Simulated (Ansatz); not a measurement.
Starting cell, GaP (zinc blende):

```xyz
4
Lattice="0.0000 5.5060 5.5060 2.7530 2.7530 5.5060 2.7530 2.7530 0.0000" Properties=species:S:1:pos:R:3 pbc="T T T"
P      4.1295     9.6356     9.6356
P      4.1295     6.8825     6.8825
Ga     0.0000     0.0000     0.0000
Ga     2.7530     5.5060     8.2590
```

A phonon eigenvector at X = (0.5, 0.5, 0.0) is frozen into this cell: atom i moves by Q times the vector below, so Q is the largest atomic displacement, in Å. The cell is held. It is one choice among 2 degenerate patterns. (q is in reciprocal vectors of the primitive cell; the cell shown is doubled to hold the pattern.)

```csv
atom,x,y,z
P1,0.000,-1.000,0.000
P2,0.000,1.000,0.000
Ga3,0.323,0.000,0.000
Ga4,-0.323,0.000,0.000
```

All values below come from PBE (plane waves to 420 eV, PAW, scalar-relativistic; Ansatz, a program for electronic structure). k mesh 10×10×10 (Γ-centred), Fermi-Dirac smearing 0.05 eV. E stands for the smeared free energy. GaP was relaxed with its symmetry unable to fall. ΔE is measured from the undisplaced structure.

The scan covers Q from -0.280 to 0.280 Å in 13 points.

Which space group does the distorted structure have?

C222_1 (No. 20), lowered from F-43m.

Is this a single well or a double well?

A single well with its minimum at or next to zero displacement.

What is the energy change at Q = 0.280 Å?

1291 meV/cell.

What harmonic wavenumber does the curvature at Q = 0 give?

341 cm⁻¹.

(A displaced cell: forces are minus the slopes of the energy, force constants its curvatures, and phonons follow from these.)
